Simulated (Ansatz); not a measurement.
TiC:
```
CELL_PARAMETERS angstrom
      3.60519     0.00000     0.00000
     -1.80260     3.12219     0.00000
      0.00000     0.00000     4.28581
ATOMIC_POSITIONS crystal
  Ti 0.33333 0.66667 0.25000
  Ti 0.66667 0.33333 0.75000
  C  0.33333 0.66667 0.75000
  C  0.66667 0.33333 0.25000
```

Relaxed with r²SCAN. Special points in fractions of this cell's reciprocal vectors: Γ (0.000, 0.000, 0.000); M (0.500, 0.000, 0.000); K (0.333, 0.333, 0.000); A (0.000, 0.000, 0.500); L (0.500, 0.000, 0.500); H (0.333, 0.333, 0.500).

Problem. List the band energies nearest the Fermi level at these points for r²SCAN in the plane-wave PAW code Ansatz.

Solution. In eV from the Fermi level; about four levels below and three above (degenerate sets whole), none deeper than 8.9 eV; points with the same levels are listed once.

```json
[
 {"k": "Γ", "below": "-2.86 -2.86 -2.72 -2.71 -2.71", "above": "0.87 0.87 1.82"},
 {"k": "M", "below": "-2.00 -1.88 -1.70 -0.25", "above": "0.12 1.40 2.71"},
 {"k": "K", "below": "-2.04 -2.04 -1.86 -1.86 -0.77", "above": "0.32 0.45 2.28"},
 {"k": "A", "below": "-3.20 -3.20 -3.20 -3.20 -3.20 -3.20", "above": "2.85 2.85 2.85 2.85"},
 {"k": "L", "below": "-2.47 -2.47 -1.91 -1.91", "above": "2.00 2.00 2.40 2.40"},
 {"k": "H", "below": "-2.73 -2.73 -1.89 -1.89", "above": "0.99 0.99 3.48 3.48"}
]
```

Space group P6_3/mmc. The start of the workflow was typed in or built on a structure type; neither database checked (COD, Materials Project) lists it. It is not the phase usual at ambient conditions (space group No. 225). Symmetry was held in the r²SCAN relaxation; whether a distortion lowers the energy is not shown. No spin polarisation was allowed. The volume moved by -16 % from the start of the relaxation.

Potentials: the earlier of the program's two PAW sets.
